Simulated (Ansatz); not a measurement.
**Lattice vibrations of Si7Sn at Γ**

Method: DFT PBEsol, scalar-relativistic, plane waves, PAW (Ansatz). Settings: 420 eV plane-wave cutoff, Γ-centred 6×6×6 mesh, Gaussian smearing of 0.01 eV. No spin polarisation. Phonons by linear response, acoustic sum rule imposed.

The cell, relaxed at this level:
```
Si Sn
1.0
     5.56813    0.00000    0.00000
     0.00000    5.56813    0.00000
     0.00000    0.00000    5.56813
Si Sn
7 1
Direct
  0.26188 0.26188 0.26188
  0.00000 0.50000 0.50000
  0.50000 0.50000 0.00000
  0.50000 0.00000 0.50000
  0.73812 0.26188 0.73812
  0.73812 0.73812 0.26188
  0.26188 0.73812 0.73812
  0.00000 0.00000 0.00000
```

The cell was built by swapping an element in a database structure (itself possibly hypothetical) and relaxing; it need not be the stable form of this composition.

Optical modes at Γ; i marks an imaginary frequency:
```
frequency (cm⁻¹) degeneracy
              88           3
             135           3
             321           3
             380           2
             394           1
             418           3
             428           3
             479           3
```

All 21 optical modes at Γ are real: no displacement of atoms at fixed cell lowers the energy to second order. Strains and modes at other wave vectors aren't tested by this run.

Cost: 1 run of about 3 core-minutes, on Intel Xeon Platinum 8488C (Sapphire Rapids) (shared hosts).